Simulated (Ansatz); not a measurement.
A plane-wave DFT run in Ansatz 0.2.0 (scalar-relativistic PAW potentials unless the input names others): input and command.

```yaml
crystal:
  lattice:
    - [0.0, 3.6478901029, 3.6478901029]
    - [3.6478901029, 0.0, 3.6478901029]
    - [3.6478901029, 3.6478901029, 0.0]
  atoms:
    - { symbol: Ga, position: [0.0, 0.0, 0.0] }
    - { symbol: Sb, position: [0.25, 0.25, 0.25] }
    - { symbol: Sb, position: [0.75, 0.75, 0.75] }
    - { symbol: Sb, position: [0.5, 0.5, 0.5] }
basis:
  ecutwfc: 420
kpoints:
  mp_grid: { grid: [8, 7, 9] }
hamiltonian:
  xc: pbe
  dispersion: d3bj
scf:
  occupations: { method: gaussian, width: 0.15 }
  max_iter: 60
output:
  forces: true
  eigenvalues: true
  stress: true
```

```bash
ansatz run input.yaml --threads 2 --pin off --max-ram 5120MiB --backend cpu --events-out ev --progress --plain --runs-dir out
```

Abridged log:
```
Basis set: ecut = 420 eV, 1917 PW (Γ), exchange–correlation on 72×72×72 points (8 copies of the dense FFT grid, shifted against one another)
Bands: 35, of which v1, the nominal top of the filled ones, is band 29 counted from 1 (28 counted from 0)
Symmetry: 2 space group operations
k-points: 253 of 504
SCF iter   1: F=—  HF=-23237.542977 eV  |F-HF|=—  |Δ(HF+E_count)|=         —  Δρ=1.67e-3  dr2=4.07e-3  ethr=1.77e-3  ⟨swp⟩=9.0  Hψ=38468  notcnv=0
SCF iter   2: F=—  HF=-23237.540056 eV  |F-HF|=—  |Δ(HF+E_count)|=   2.92e-3  Δρ=9.77e-4  dr2=1.43e-3  ethr=7.02e-6  ⟨swp⟩=2.0  Hψ=18135  notcnv=0
SCF iter   3: F=—  HF=-23237.539860 eV  |F-HF|=—  |Δ(HF+E_count)|=   1.97e-4  Δρ=3.68e-4  dr2=2.08e-4  ethr=2.47e-6  ⟨swp⟩=3.0  Hψ=16509  notcnv=0
SCF iter   4: F=—  HF=-23237.539813 eV  |F-HF|=—  |Δ(HF+E_count)|=   4.66e-5  Δρ=1.52e-4  dr2=1.42e-5  ethr=3.59e-7  ⟨swp⟩=2.0  Hψ=12143  notcnv=0
SCF iter   5: F=—  HF=-23237.539809 eV  |F-HF|=—  |Δ(HF+E_count)|=   3.48e-6  Δρ=7.29e-5  dr2=4.35e-6  ethr=2.45e-8  ⟨swp⟩=2.0  Hψ=15687  notcnv=0
SCF iter   6: F=—  HF=-23237.539808 eV  |F-HF|=—  |Δ(HF+E_count)|=   1.03e-6  Δρ=1.98e-5  dr2=5.18e-7  ethr=7.50e-9  ⟨swp⟩=2.0  Hψ=15935  notcnv=0
SCF iter   7: F=-23237.539808 eV  HF=-23237.539808 eV  |F-HF|=5.78e-8  |Δ(HF+E_count)|=   1.26e-7  Δρ=9.03e-6  dr2=5.17e-8  ethr=1.72e-10  ⟨swp⟩=8.6  Hψ=34520  notcnv=0
SCF 1 converged in 7 iterations: F = -23237.539808 eV  dr2 = 5.17e-8
SCF converged after 7 iterations
Free energy (F): -23237.539808 eV
Harris-Foulkes:  -23237.539808 eV  (|F-HF|=5.78e-8)
Internal energy: -23237.513705 eV  (E = F + TS)
E sigma→0 (E₀):  -23237.526756 eV
Entropy (-TS):   -0.026104 eV (-6.526 meV/atom)
Fermi energy:    11.673439 eV
  E_disp       = -1.917975  (pairwise vdW)
--- Forces (eV/Å), atoms counted from 1 ---
  atom   1  Ga     0.00000000     0.00000000     0.00000000
  atom   2  Sb    -0.00412547     0.04917773     0.00041977
  atom   3  Sb     0.00412547    -0.04917773    -0.00041977
  atom   4  Sb     0.00000000     0.00000000     0.00000000
--- Stress (GPa, compression-positive) ---
        0.632012       0.392971       0.530070
        0.392971      -0.019456      -0.037625
        0.530070      -0.037625       0.351503
  P = ⅓ Tr σ = 0.3214 GPa (3.214 kbar)
```

Question: Find the fault.

Answer: The fault is a mesh that breaks the symmetry (kpoints.mp_grid.grid: [8, 8, 8] → [8, 7, 9], the first being the value of the sound run). Setting it back cures it. The log, from which this was withheld above, says: «Warning: crystal.symmetry: narrowed to the stabiliser of the k-point mesh — unitary ops 48 → 2; excluded 46 operations that carry a point of the 8×7×9 mesh (shift [0, 0, 0]) off the mesh (the run samples exactly the mesh kpoints.mp_grid names, as under crystal.symmetry.detect: false, and its converged state has the mesh's symmetry, not the crystal's; ε∞ …» The run converged all the same, with an energy at zero smearing 12.44 meV/atom above the reference's, pressure 0.32 GPa, largest force 0.049 eV/Å, no gap on the mesh, so convergence alone doesn't show that an input is right. A reference run from the same start on usual settings converged with pressure -0.07 GPa, largest force 0.000 eV/Å, no gap on the mesh.

It took 10 s on 2 threads of Intel(R) Xeon(R) 6975P-C (Granite Rapids) (shared host), peak memory 0.87 GiB.